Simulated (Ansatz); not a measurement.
Computed bands of a relaxed WC slab cut along (2 1 0).

Miller indices refer to the conventional cell of P-6m2 (No. 187), a = 2.922 Å, b = 2.922 Å, c = 2.847 Å, α = 90.00°, β = 90.00°, γ = 120.00°.

The slab has 22 planes, was cut to end in W at the top (+c) and C at the bottom, and its atoms stand where a relaxation without spin-orbit coupling left them. Listed are levels within 1.2 eV of the Fermi level, the 22 nearest at most. Weights are Löwdin projections on the datasets' atomic orbitals, as shares of the full norm: they are low for levels that spill into the vacuum or into shells that a dataset lacks. Two planes next to each face count as outer, 4 of 22 in all, so a level spread evenly over the slab has a weight near 0.18.

```yaml
crystal:
  lattice:
    - [2.84708, 0.00000, 0.00000]
    - [0.00000, 7.73028, 0.00000]
    - [0.00000, 0.00000, 24.88253]
  atoms:
    - { symbol: C, position: [0.50000, 0.55961, 0.30906] }
    - { symbol: W, position: [0.00000, 0.37354, 0.31718] }
    - { symbol: C, position: [0.50000, 0.92170, 0.34727] }
    - { symbol: W, position: [0.00000, 0.71898, 0.35247] }
    - { symbol: C, position: [0.50000, 0.28670, 0.37817] }
    - { symbol: W, position: [0.00000, 0.07049, 0.39002] }
    - { symbol: C, position: [0.50000, 0.64441, 0.41680] }
    - { symbol: W, position: [0.00000, 0.42974, 0.42945] }
    - { symbol: C, position: [0.50000, 0.00248, 0.45518] }
    - { symbol: W, position: [0.00000, 0.78746, 0.46752] }
    - { symbol: C, position: [0.50000, 0.35933, 0.49370] }
    - { symbol: W, position: [0.00000, 0.14587, 0.50621] }
    - { symbol: C, position: [0.50000, 0.71494, 0.53120] }
    - { symbol: W, position: [0.00000, 0.50169, 0.54485] }
    - { symbol: C, position: [0.50000, 0.07384, 0.57010] }
    - { symbol: W, position: [0.00000, 0.85860, 0.58204] }
    - { symbol: C, position: [0.50000, 0.43021, 0.60993] }
    - { symbol: W, position: [0.00000, 0.21430, 0.62297] }
    - { symbol: C, position: [0.50000, 0.78149, 0.64495] }
    - { symbol: W, position: [0.00000, 0.57924, 0.65726] }
    - { symbol: C, position: [0.50000, 0.11485, 0.68018] }
    - { symbol: W, position: [0.00000, 0.93054, 0.69349] }
```

These are results of Ansatz 0.2.0, DFT PBE, scalar-relativistic, plane waves, PAW, not measurements.

Cutoff 420 eV; k points 12×5×1 on the computed 22-atom cell (Γ-centred); Gaussian smearing, width 0.10 eV; no spin polarisation. The cell repeats along c with a dipole correction in the vacuum.

Command
```bash
ansatz run input.yaml --threads 8 --pin off --max-ram 15360MiB --backend cpu --events-out ev --progress --plain --runs-dir out
```

3.4 min on 8 threads of Intel(R) Xeon(R) Processor @ 2.50GHz (Skylake/Cascade Lake), on a shared host, peak memory 5.2 GiB

Levels at X (0.500, 0.000), in eV from the Fermi level, with weights (averaged over levels within 1.5 meV, which needn't be degenerate by symmetry):
| level | outer two planes of both faces |
| --- | --- |
| -1.109 | 0.10 |
| -0.856 | 0.30 |
| -0.498 | 0.18 |
| -0.384 | 0.47 |
| 0.068 | 0.75 |
| 0.261 | 0.31 |
| 0.287 | 0.22 |
| 0.556 | 0.28 |
| 1.104 | 0.44 |

Levels at Γ (0.000, 0.000), in eV from the Fermi level, with weights (averaged over levels within 1.5 meV, which needn't be degenerate by symmetry):
```
 level  outer two planes of both faces
-1.086                            0.27
-0.960                            0.31
-0.681                            0.29
-0.677                            0.32
-0.476                            0.43
-0.341                            0.48
-0.203                            0.65
-0.069                            0.35
 0.313                            0.61
 1.044                            0.16
 1.112                            0.13
 1.151                            0.39
```

Levels at Y (0.000, 0.500), in eV from the Fermi level, with weights (averaged over levels within 1.5 meV, which needn't be degenerate by symmetry):
```csv
level,outer two planes of both faces
-1.046,0.39
-0.786,0.49
-0.744,0.41
-0.254,0.44
-0.228,0.31
0.172,0.34
0.362,0.77
0.748,0.35
0.847,0.18
0.853,0.26
0.883,0.08
```

Levels at S (0.500, 0.500), in eV from the Fermi level, with weights (averaged over levels within 1.5 meV, which needn't be degenerate by symmetry):
```tsv
level	outer two planes of both faces
-1.185	0.66
-1.151	0.21
-1.052	0.18
-0.526	0.10
-0.156	0.23
-0.019	0.81
0.008	0.26
0.158	0.27
0.487	0.17
0.567	0.39
0.941	0.34
1.151	0.39
```

Bands cross the Fermi level. 6 of the listed levels have a weight of 0.6 or more on the outer planes; the nearest to the Fermi level is at -0.02 eV at S. The work function of the top face is 5.06 eV. Spin-orbit coupling is left out, which matters for the bands of heavy elements.
